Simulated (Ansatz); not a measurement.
All-electron card of TePd

```yaml
crystal:
  lattice:
    - [4.18201, 0.00000, 0.00000]
    - [-2.09100, 3.62172, 0.00000]
    - [0.00000, 0.00000, 5.73800]
  atoms:
    - { symbol: Te, position: [0.33333, 0.66667, 0.25000] }
    - { symbol: Te, position: [0.66667, 0.33333, 0.75000] }
    - { symbol: Pd, position: [0.00000, 0.00000, 0.00000] }
    - { symbol: Pd, position: [0.00000, 0.00000, 0.50000] }
```

Atoms are numbered in the order listed.

Structure from Materials Project entry mp-564 (possibly hypothetical), not relaxed further.

Spin polarisation is left out, and whether a magnetic state lies lower isn't shown here.

No spin–orbit coupling, which matters for the heavy atoms here.

All numbers are computed: DFT, PBEsol, all-electron LAPW, scalar-relativistic (Ansatz 0.2.0); DFT, PBEsol, PAW with Ansatz's default frozen-core files, scalar-relativistic (Ansatz 0.2.0).

For LAPW: a Γ-centred 9×9×6 k mesh, Fermi–Dirac smearing of 0.05 eV, basis error target 1 meV/atom, no spin polarisation. PAW takes a cutoff of 420 eV at this cell (files made with PBE, cores remade for this functional). The Ansatz runs share mesh, smearing and spin set-up. Values come from LAPW unless marked.

```yaml
Pressure_at_this_cell: -3.56 GPa
Band_gap: "none: bands cross the Fermi level, a metal"
Stress_xx_yy_zz_compression_positive: -3.16, -3.16, -4.38 GPa
Density_of_states_at_the_Fermi_level_0.2_eV_bin: 1.60 states/eV per cell
Löwdin_charges_with_0.49_e_of_the_cell_spilling_out_of_the_atomic_basis_so_their_sizes_and_signs_hang_on_that_basis: Te1 -0.43, Pd3 0.67 e
Bader_charges_from_the_PAW_run: Te1 +0.20, Pd3 -0.20 e
Volume_per_atom: 21.73 Å³
```
